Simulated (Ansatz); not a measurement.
PbSe (rock salt)

```
PbSe
1.0
    0.00000     3.10888     3.10888
    3.10888     0.00000     3.10888
    3.10888     3.10888     0.00000
Se Pb
1 1
Direct
  0.00000   0.00000   0.00000
  0.50000   0.50000   0.50000
```

Computed with PBE (plane waves to 420 eV, PAW, scalar-relativistic; Ansatz, a first-principles code). DFPT wavenumbers on a 10×10×10 k mesh, in cm⁻¹; i marks imaginary ones, q is in fractions of the reciprocal vectors of the cell shown, and the three acoustic modes at Γ are left out. The non-analytic (LO-TO) term is not included, so polar modes at Γ have their transverse values. PbSe was relaxed with its symmetry unable to fall. Spin-orbit coupling is left out, though Pb is heavy.

Task: Does any mode at Γ, L = (0.5, 0.0, 0.0), X = (0.5, 0.5, 0.0) come out imaginary?

Result: No imaginary mode at these points (lowest 29 cm⁻¹ at Γ); other wave vectors were not tested.

Task: List the wavenumbers at Γ, L = (0.5, 0.0, 0.0), X = (0.5, 0.5, 0.0), with degeneracies.

Result: 
```csv
q,wavenumbers (cm⁻¹)
Γ,29 (×3)
"L = (0.5, 0.0, 0.0)","50 (×2), 96, 115 (×2), 137"
"X = (0.5, 0.5, 0.0)","31 (×2), 42, 64 (×2), 78"
```
